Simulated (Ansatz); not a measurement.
**Equation of state of aluminium, omega (AlB2-type)**

Computed with Ansatz 0.2.0, DFT, BLYP, plane waves (420 eV) with PAW, scalar-relativistic. The PAW files were generated under PBE, with cores re-solved for the functional.

The cell is scaled uniformly from the relaxed one, with fractional coordinates and shape fixed. Energies are extrapolated to zero smearing, pressures are those at the given smearing. Magnetic state: spin not included.

| V (Å³/atom) | E − E₀ (meV/atom) | P (GPa) |
| --- | --- | --- |
| 16.275 | 50.7 | 8.25 |
| 17.015 | 20.7 | 4.86 |
| 17.755 | 4.7 | 2.16 |
| 18.494 | 0.0 | 0.01 |
| 19.234 | 4.2 | -1.71 |
| 19.974 | 15.6 | -3.05 |
| 20.714 | 32.5 | -4.10 |

**Question.** Fit a third-order Birch-Murnaghan equation.

**Answer.** V₀ = 18.49 Å³/atom, B₀ = 48 GPa, B₀′ = 4.7.
